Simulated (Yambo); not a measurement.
Yambo run on AgCl (space group P2_1/m, No. 11). The wavefunctions are norm-conserving PBEsol (Quantum ESPRESSO, 82 Ry, no spin-orbit coupling) ones on a 4×4×2 mesh (26 occupied bands); a = 3.8466 Å, b = 3.8424 Å, c = 5.4144 Å, α = γ = 90.00°, β = 97.28°.

Yambo input:

```
rim_cut
HF_and_locXC
RandQpts= 1000000
RandGvec= 1 Ry
EXXRLvcs= 82 Ry
VXCRLvcs= 328 Ry
% QPkrange
 1 | 1 | 26 | 27 |
 2 | 2 | 26 | 27 |
 6 | 6 | 26 | 27 |
 13 | 13 | 26 | 27 |
 14 | 14 | 26 | 27 |
 17 | 17 | 26 | 27 |
 18 | 18 | 26 | 27 |
%
```

k points by index: 1 = Γ, 2 = (0, 0, -0.5), 6 = (0, -0.5, -0.5), 13 = (-0.5, 0, 0), 14 = (-0.5, 0, -0.5), 17 = (-0.5, -0.5, 0), 18 = (-0.5, -0.5, -0.5).

Resulting energies as the program prints them:

```
#    K-point    Band    Eo [eV]    Ehf [eV]    Vxc [eV]    Vnlxc [eV]
#
    1    26    -1.708153    -7.017614    -19.65656    -24.96602
    1    27    0.679120    4.892222    -11.94672    -7.733613
    2    26    -1.228425    -6.188315    -20.62999    -25.58988
    2    27    3.047768    7.320739    -13.92345    -9.650479
    6    26    -0.043832    -4.870177    -21.17420    -26.00054
    6    27    3.757585    8.233456    -10.35906    -5.883190
    13    26    -0.048088    -5.037913    -21.47674    -26.46656
    13    27    4.294239    9.112810    -13.55172    -8.733145
    14    26    0.000000    -4.949921    -21.37676    -26.32668
    14    27    3.275138    7.709034    -10.68700    -6.253108
    17    26    -1.725195    -7.741172    -22.33137    -28.34734
    17    27    2.251692    7.060722    -12.29840    -7.489375
    18    26    -1.324568    -6.609986    -21.08204    -26.36746
    18    27    3.948418    8.767233    -13.74463    -8.925813
```
Exchange alone, without screening.

Geometry relaxed with PBEsol.

This is not the ordinary phase of the substance; no match was found in the copy of COD used, and its stability was not checked.
